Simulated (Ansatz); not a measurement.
Frames from the relaxation of a relaxed K cell, doubled along one cell vector, shaken by Gaussian noise of σ = 0.08 Å a coordinate, as extended XYZ (Å, eV, eV/Å, GPa with compression positive). Calculation: r2SCAN (plane waves to 500 eV, PAW, scalar-relativistic; Ansatz, an electronic-structure program). Γ-centred k-mesh 8×4×8 on the run's cell (coarser than for final values), Fermi–Dirac smearing 0.05 eV.

```xyz
2
Lattice="4.2968 -0.0004 -0.0014 -0.0007 8.5565 0.0011 -0.0014 0.0005 4.2979" Properties=species:S:1:pos:R:3:forces:R:3 pbc="T T T" step=4 free_energy=-3084.773 pressure=0.0 accepted=T
K      0.1726     0.0295    -0.2874    0.0276    0.0375   -0.0399
K     -0.2173     4.3915     0.3096   -0.0276   -0.0375    0.0399
2
Lattice="4.2982 -0.0004 -0.0014 -0.0008 8.5191 0.0015 -0.0014 0.0007 4.3028" Properties=species:S:1:pos:R:3:forces:R:3 pbc="T T T" step=5 free_energy=-3084.795 pressure=0.0 accepted=T
K      0.2836     0.0143    -0.4499    0.0398    0.0472   -0.0519
K     -0.3284     4.3875     0.4723   -0.0398   -0.0472    0.0519
2
Lattice="4.3025 0.0015 -0.0028 0.0029 8.4623 -0.0030 -0.0028 -0.0015 4.3167" Properties=species:S:1:pos:R:3:forces:R:3 pbc="T T T" step=6 free_energy=-3084.825 pressure=0.0 accepted=T
K      0.3983     0.0377    -0.6051    0.0478    0.0250   -0.0531
K     -0.4411     4.3347     0.6253   -0.0478   -0.0250    0.0531
```

The path has 35 moves and ends in I4/mmm (No. 139) at a tolerance of 0.01 Å, Im-3m (No. 229) at 0.1 Å, 0.10 to 0.11 eV/atom (the two k-meshes of the run give this range) below its start. Free energies are of the whole cell and compare only within this code, potentials and settings.  No spin polarisation in the result.

The run could not lose the symmetry of its start: the end is stationary, and may be a saddle point rather than a minimum.

The end of the path is a generated cell of K: the first start was made by placing the elements on the sites of a structure type, and the end was not matched to a known phase here, so it may be hypothetical. Known forms of K include space group No. 229.
